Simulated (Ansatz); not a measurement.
# CoPd (R-3m) under compression and expansion

The reference geometry is a structure from the Materials Project; nothing is relaxed.

Common settings: PBEsol, 14×14×14 k mesh, Fermi–Dirac smearing of 0.1 eV. PAW means Ansatz 0.2.0 on its default frozen-core files; LAPW is all-electron LAPW in Ansatz 0.2.0. Site moments are integrated in spheres about the atoms, whose radii differ between the methods.

The reference run was typed so:

```yaml
crystal:
  lattice:
    - [1.3459330638, 0.7770748167, 4.2939193827]
    - [-1.3459330638, 0.7770748167, 4.2939193827]
    - [0.0, -1.5541496334, 4.2939193827]
  atoms:
    - { symbol: Co, position: [0.0, 0.0, 0.0], spin: 2.0 }
    - { symbol: Pd, position: [0.5, 0.5, 0.5] }
magnetization:
  spin_polarized: true
kpoints:
  mp_grid: { grid: [14, 14, 14] }
scf:
  occupations: { method: fermi_dirac, width: 0.1 }
  lower_state_search: "off"
hamiltonian:
  xc: pbesol
  pseudopotentials: { kind: paw }
output:
  forces: true
  stress: true
  eigenvalues: true
  populations: true
```

Command: `ansatz run input.yaml --threads 1 --pin off --max-ram 3072MiB --backend cpu --events-out ev --progress --plain --runs-dir out`

The input for «volume scaled by 0.96» by LAPW differs from it in these lines, output keys apart:

```diff
-    - [1.3459330638, 0.7770748167, 4.2939193827]
-    - [-1.3459330638, 0.7770748167, 4.2939193827]
-    - [0.0, -1.5541496334, 4.2939193827]
+    - [1.3277425493, 0.7665725182, 4.2358863311]
+    - [-1.3277425493, 0.7665725182, 4.2358863311]
+    - [0.0, -1.5331450365, 4.2358863311]
-  pseudopotentials: { kind: paw }
+  pseudopotentials: { kind: all_electron, lapw: { basis_error: 0.001 } }
```

The cell shown is scaled evenly to other volumes, and every spin-polarised run starts from the same moments.

Problem. Over V/V₀ from 0.66 to 1.25, do the moments collapse, and if so where?

Solution. The moments survive down to the smallest volume, V/V₀ = 0.66 at 184 GPa, where the largest is 1.16 μB. Between V/V₀ = 0.74 and 0.66 the largest moment drops from 1.63 to 1.16 μB.
```csv
V/V₀,Å³/atom,M PAW (μB/cell),M LAPW (μB/cell),"largest site moment, PAW (μB)",P PAW (GPa),P LAPW (GPa),"F − F(unpolarised), PAW (meV/atom)"
0.66,8.89,1.39,–,1.16,184.1,–,-9
0.74,9.97,1.91,1.91,1.63,97.1,97.2,-57
0.8,10.78,2.01,–,1.75,55.1,–,-95
0.86,11.59,2.07,2.07,1.82,26.4,26.4,-129
0.92,12.40,2.11,–,1.89,6.8,–,-160
0.96,12.93,2.13,2.13,1.92,-2.6,-2.6,-179
1,13.47,2.16,2.16,1.96,-9.9,-9.9,-196
1.04,14.01,2.19,–,2.00,-15.5,–,-212
1.1,14.82,2.22,2.22,2.04,-21.5,-21.5,-234
1.25,16.84,2.30,2.30,2.13,-28.7,-28.7,-279
```

Problem. How fast does the largest site moment change with volume about V₀?

Solution. d ln m/d ln V ≈ ln(1.996/1.925)/ln(1.04/0.96) = 0.45. Wider spacing narrows the bands and raises the moment.

Problem. Fit a third-order Birch–Murnaghan equation to the PAW pressures of the magnetic runs between 0.85 and 1.11 V₀. What are the zero-pressure volume and bulk modulus, and what do the unpolarised runs give?

Solution. V = 12.77 Å³/atom (0.948 V₀), B = 211 GPa, B′ = 5.1, with a worst miss of 0.02 GPa. The unpolarised pressures, 19.9, 1.1, -7.9, -14.8, -20.1, -25.6 GPa at V/V₀ = 0.86, 0.92, 0.96, 1, 1.04, 1.1, give 12.45 Å³/atom and 230 GPa, so the moments change the volume by +2.6 %. Cell shape and inner coordinates are held, so these aren't the relaxed crystal's values unless symmetry fixes them.

The PAW files were made with PBE; the program remakes their cores once for the run's functional and then keeps them frozen.  The Ansatz runs typed with the search for lower states off end where their start leads. These are results for the start and cell typed. The real compound can order otherwise, in a larger cell, or not at all, since semilocal functionals at zero temperature often overstate magnetism.
